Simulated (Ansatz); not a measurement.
AlP:
```cif
data_Al3P3
_chemical_formula_sum 'Al3 P3'
_space_group_name_H-M_alt 'P 1'
_space_group_IT_number 1
_cell_length_a 3.82091
_cell_length_b 3.82091
_cell_length_c 8.63292
_cell_angle_alpha 90.000
_cell_angle_beta 90.000
_cell_angle_gamma 120.000
loop_
_space_group_symop_operation_xyz
  'x, y, z'
loop_
_atom_site_label
_atom_site_type_symbol
_atom_site_fract_x
_atom_site_fract_y
_atom_site_fract_z
_atom_site_occupancy
Al1 Al 0.00000 0.49982 0.66667 1
Al2 Al 0.50018 0.50018 0.00000 1
Al3 Al 0.49982 0.00000 0.33333 1
P1 P 0.00000 0.49989 0.16667 1
P2 P 0.50011 0.50011 0.50000 1
P3 P 0.49989 0.00000 0.83333 1
```

Relaxed with PBEsol.

Q: Give the optical modes at the zone centre with their infrared activity from DFPT, PBEsol in the plane-wave PAW code Ansatz.

A: Transverse frequencies, without the LO–TO term; a row sums one degenerate level.

```csv
ω (cm⁻¹),degeneracy,IR ((D/Å)²/amu),activity
105,1,0.00,IR-inactive
108,2,6.32,IR
110,1,0.00,IR-inactive
262,1,0.00,IR-inactive
282,2,0.00,IR-inactive
344,2,0.08,IR
406,1,33.56,IR
413,2,66.84,IR
437,2,0.00,IR-inactive
468,1,0.00,IR-inactive
```

Q: How high does the top mode go among those that the LO–TO term moves?

A: 473 cm⁻¹ for q along x, 473 cm⁻¹ for q along y, 460 cm⁻¹ for q along z.

Space group P6_422. The start of the workflow was typed in or built on a structure type; neither database checked (COD, Materials Project) lists it. It is not the phase usual at ambient conditions (space group No. 216). Symmetry was held in the PBEsol relaxation; whether a distortion lowers the energy is not shown.

Potentials: the earlier of the program's two PAW sets. The files were generated under PBE; for other functionals the program regenerates the frozen cores, and for LDA and PBEsol the local potential too.
